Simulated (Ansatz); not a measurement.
Relaxed In2Si2O7 (space group C2/m):

```
In2Si2O7
1.0
    3.28273    -4.27851     0.00000
    3.28273     4.27851     0.00000
   -1.01619     0.00000     4.57490
In Si O
2 2 7
Direct
  0.30705   0.69295   0.00000
  0.69295   0.30705   0.00000
  0.22283   0.22283   0.41060
  0.77717   0.77717   0.58940
  0.92086   0.60611   0.78081
  0.07914   0.39389   0.21919
  0.39389   0.07914   0.21919
  0.60611   0.92086   0.78081
  0.00000   0.00000   0.50000
  0.60697   0.60697   0.28170
  0.39303   0.39303   0.71830
```

The atoms are displaced by Q × the pattern below (from a DFPT mode at Γ, largest move 1; Q in Å), at fixed cell.

```json
[
 {"atom": "In1", "x": "-0.008", "y": "0.000", "z": "0.000"},
 {"atom": "In2", "x": "-0.008", "y": "0.000", "z": "0.000"},
 {"atom": "Si3", "x": "-0.421", "y": "0.000", "z": "-0.117"},
 {"atom": "Si4", "x": "-0.421", "y": "0.000", "z": "-0.117"},
 {"atom": "O5", "x": "0.154", "y": "0.381", "z": "0.635"},
 {"atom": "O6", "x": "0.154", "y": "0.381", "z": "0.635"},
 {"atom": "O7", "x": "0.154", "y": "-0.381", "z": "0.635"},
 {"atom": "O8", "x": "0.154", "y": "-0.381", "z": "0.635"},
 {"atom": "O9", "x": "-0.449", "y": "0.000", "z": "-0.727"},
 {"atom": "O10", "x": "0.711", "y": "0.000", "z": "-0.703"},
 {"atom": "O11", "x": "0.711", "y": "0.000", "z": "-0.703"}
]
```

All values below come from LDA (plane waves to 420 eV, PAW, scalar-relativistic; Ansatz, a quantum-chemistry and plane-wave program). k mesh 5×5×6 (Γ-centred), Fermi-Dirac smearing 0.05 eV. E stands for the smeared free energy. In2Si2O7 was relaxed with its symmetry unable to fall. The zero of ΔE is the undisplaced structure.

| Q (Å) | ΔE (meV/cell) |
|---|---|
| -0.180 | 619 |
| -0.150 | 429 |
| -0.120 | withheld |
| -0.090 | 154 |
| -0.060 | 68 |
| -0.030 | 17 |
| 0.000 | 0 |
| 0.030 | 17 |
| 0.060 | 68 |
| 0.090 | 154 |
| 0.120 | withheld |
| 0.150 | 429 |
| 0.180 | 619 |

Task: Fit an even polynomial form (powers 2, 4) to the given rows and predict ΔE at Q = 0.120.

Result: Least squares on the 11 given rows: ΔE = (18970)·Q² + (4346)·Q⁴, in meV/cell with Q in Å; root-mean-square residual 0.2 meV/cell. At 0.120 the fit gives 274 meV/cell; the calculation gives 274 meV/cell, the same to the digits shown. The quadratic term alone would give 273 meV/cell.

(For displaced atoms, the force is minus the slope of the energy, and its curvature is a force constant, which sets phonon frequencies.)
